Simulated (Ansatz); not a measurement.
**Hf: clamped-ion strain scan**

Computed with DFT PBEsol, scalar-relativistic, plane waves, PAW (Ansatz). Cutoff 420 eV, Γ-centred 18×18×10 k-points, Gaussian smearing of 0.15 eV. Spin–orbit coupling is left out, which can shift energies with elements as heavy as these. No spin polarisation. Energies are free energies at this smearing, counted from the undisturbed cell; pressure is positive in compression.

Reference structure (as given, not relaxed at this level; it stands at -3.8 GPa):

```yaml
crystal:
  lattice:
    - [3.19670, 0.00000, 0.00000]
    - [-1.59835, 2.76842, 0.00000]
    - [0.00000, 0.00000, 5.05780]
  atoms:
    - { symbol: Hf, position: [0.33333, 0.66667, 0.25000] }
    - { symbol: Hf, position: [0.66667, 0.33333, 0.75000] }
```

The cell is strained by ε times the Voigt pattern (0, 0, 1, 0, 0, 0) (xx, yy, zz, yz, xz, xy; engineering shear) with fractional coordinates fixed. The cell is metallic on the mesh throughout.

| ε | ΔE (meV/atom) |
| --- | --- |
| -0.1500 | 291.2 |
| -0.1125 | 140.4 |
| -0.0750 | 44.0 |
| -0.0375 | -0.3 |
| 0.0000 | 0.0 |
| 0.0375 | 37.1 |
| 0.0750 | 103.2 |
| 0.1125 | 192.3 |
| 0.1312 | 243.2 |
| 0.1500 | 297.4 |

Problem. Predict the stress summed along the pattern (GPa, tension positive) at each point.

Solution.
```csv
ε,"stress summed along the pattern (GPa, tension positive)"
-0.1500,-34.18
-0.1125,-23.54
-0.0750,-13.27
-0.0375,-3.96
0.0000,3.85
0.0375,10.05
0.0750,15.01
0.1125,18.78
0.1312,20.13
0.1500,21.13
```